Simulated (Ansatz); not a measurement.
Ca3CdF8 on the sites of the fluorite structure (relaxed group Cmmm) was relaxed with 3 functionals in the plane-wave code Ansatz, cell and atoms free, the symmetry of the start kept (meshes: PBE 4×4×6, r2SCAN 4×4×6, PBEsol 4×4×6). All values are calculated for a non-magnetic cell, which may be hypothetical.

The PBEsol result:
```yaml
crystal:
  lattice:
    - [3.83053, -5.41269, 0.00000]
    - [3.83053, 5.41269, 0.00000]
    - [0.00000, 0.00000, 3.82587]
  atoms:
    - { symbol: Cd, position: [0.00000, 0.00000, 0.00000] }
    - { symbol: F, position: [0.37464, 0.62536, 0.50000] }
    - { symbol: F, position: [0.12467, 0.87533, 0.50000] }
    - { symbol: Ca, position: [0.50000, 0.00000, 0.50000] }
    - { symbol: F, position: [0.87546, 0.62554, 0.00000] }
    - { symbol: F, position: [0.62554, 0.87546, 0.00000] }
    - { symbol: Ca, position: [0.00000, 0.50000, 0.50000] }
    - { symbol: F, position: [0.37446, 0.12454, 0.00000] }
    - { symbol: F, position: [0.12454, 0.37446, 0.00000] }
    - { symbol: Ca, position: [0.50000, 0.50000, 0.00000] }
    - { symbol: F, position: [0.87533, 0.12467, 0.50000] }
    - { symbol: F, position: [0.62536, 0.37464, 0.50000] }
```

It is orthorhombic, Cmmm (No. 65); a = 7.661 Å, b = 10.825 Å, c = 3.826 Å in the conventional setting, 13.22 Å³ an atom. Cd is surrounded by 8 F at 2.34 Å; F is surrounded by 4 Ca at 2.34–2.35 Å; F is surrounded by 2 Cd at 2.34 Å and 2 Ca at 2.35 Å; Ca is surrounded by 8 F at 2.34–2.35 Å; F is surrounded by 1 Cd at 2.34 Å and 3 Ca at 2.34–2.35 Å; Ca is surrounded by 8 F at 2.35 Å.

(1) Order the functionals by the relaxed volume, smallest first.
A. PBE
B. PBEsol
C. r2SCAN

(2) What lattice does PBE give?

(3) What lattice does r2SCAN give?

## Answers

(1) B (13.22 Å³/atom), C (13.32 Å³/atom), A (13.90 Å³/atom).

(2) a = 7.790 Å, b = 11.009 Å, c = 3.890 Å; the volume differs by +5.1 % from PBEsol's. Cd has 8 F at 2.38 Å; F has 4 Ca at 2.38 Å; F has 2 Cd at 2.38 Å and 2 Ca at 2.38 Å (further sites aren't listed).

(3) a = 7.679 Å, b = 10.854 Å, c = 3.835 Å; the volume differs by +0.7 % from PBEsol's. Cd is surrounded by 8 F at 2.34 Å; F is surrounded by 4 Ca at 2.35 Å; F is surrounded by 2 Cd at 2.34 Å and 2 Ca at 2.35 Å (further sites aren't listed).
